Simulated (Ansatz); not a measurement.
Ti2Se:
```
CELL_PARAMETERS angstrom
     11.72408     0.00000     0.00000
      0.00000    14.49694     0.00000
      0.00000     0.00000     3.43628
ATOMIC_POSITIONS crystal
  Ti 0.35546 0.52058 0.50000
  Ti 0.64454 0.47942 0.50000
  Ti 0.85546 0.97942 0.00000
  Ti 0.14454 0.02058 0.00000
  Ti 0.88598 0.42589 0.00000
  Ti 0.11402 0.57411 0.00000
  Ti 0.38598 0.07411 0.50000
  Ti 0.61402 0.92589 0.50000
  Ti 0.91308 0.57654 0.50000
  Ti 0.08692 0.42346 0.50000
  Ti 0.41308 0.92346 0.00000
  Ti 0.58692 0.07654 0.00000
  Ti 0.97104 0.10883 0.50000
  Ti 0.02896 0.89117 0.50000
  Ti 0.47104 0.39117 0.00000
  Ti 0.52896 0.60883 0.00000
  Ti 0.18687 0.79445 0.00000
  Ti 0.81313 0.20555 0.00000
  Ti 0.68687 0.70555 0.50000
  Ti 0.31313 0.29445 0.50000
  Ti 0.09300 0.26185 0.00000
  Ti 0.90700 0.73815 0.00000
  Ti 0.59300 0.23815 0.50000
  Ti 0.40700 0.76185 0.50000
  Se 0.31217 0.64996 0.00000
  Se 0.68783 0.35004 0.00000
  Se 0.81217 0.85004 0.50000
  Se 0.18783 0.14996 0.50000
  Se 0.56621 0.79421 0.00000
  Se 0.43379 0.20579 0.00000
  Se 0.06621 0.70579 0.50000
  Se 0.93379 0.29421 0.50000
  Se 0.74578 0.08635 0.50000
  Se 0.25422 0.91365 0.50000
  Se 0.24578 0.41365 0.00000
  Se 0.75422 0.58635 0.00000
```

Relaxed with r²SCAN. Special points in fractions of this cell's reciprocal vectors: Γ (0.000, 0.000, 0.000); X (0.500, 0.000, 0.000); S (0.500, 0.500, 0.000); Y (0.000, 0.500, 0.000); Z (0.000, 0.000, 0.500); U (0.500, 0.000, 0.500); R (0.500, 0.500, 0.500); T (0.000, 0.500, 0.500).

**Question.** List the band energies nearest the Fermi level at these points for the program Ansatz at the r²SCAN level (PAW).

**Answer.** In eV from the Fermi level; about four levels below and three above (degenerate sets whole), none deeper than 8.9 eV; points with the same levels are listed once.

```csv
k,below,above
Γ,-0.16 -0.09 -0.03 -0.02,0.06 0.14 0.27
X,-0.32 -0.32 -0.19 -0.19,0.09 0.09 0.11 0.11
S,-0.19 -0.19 -0.03 -0.03,0.22 0.22 0.26 0.26
Y,-0.07 -0.07 -0.01 -0.01,0.24 0.24 0.26 0.26
Z,-0.36 -0.36 -0.06 -0.06,0.28 0.28 0.35 0.35 0.36 0.36
U,-0.21 -0.21 -0.16 -0.16,0.77 0.77 0.90 0.90
R,-0.28 -0.28 -0.26 -0.26,0.90 0.90 1.07 1.07
T,-0.26 -0.26 -0.18 -0.18,0.68 0.68 0.74 0.74
```

Space group Pnnm. The workflow started from a Materials Project entry (that database holds measured and hypothetical structures alike); the Crystallography Open Database files this formula in space group No. 58, but the cells were not matched. Its standing as an ambient phase is unchecked. Symmetry was held in the r²SCAN relaxation; its stability against distortions is not shown here. The run is not spin-polarised. Scalar-relativistic: spin–orbit coupling is off unless named, which matters more the heavier the elements.

Potentials: the later of the program's two PAW sets.
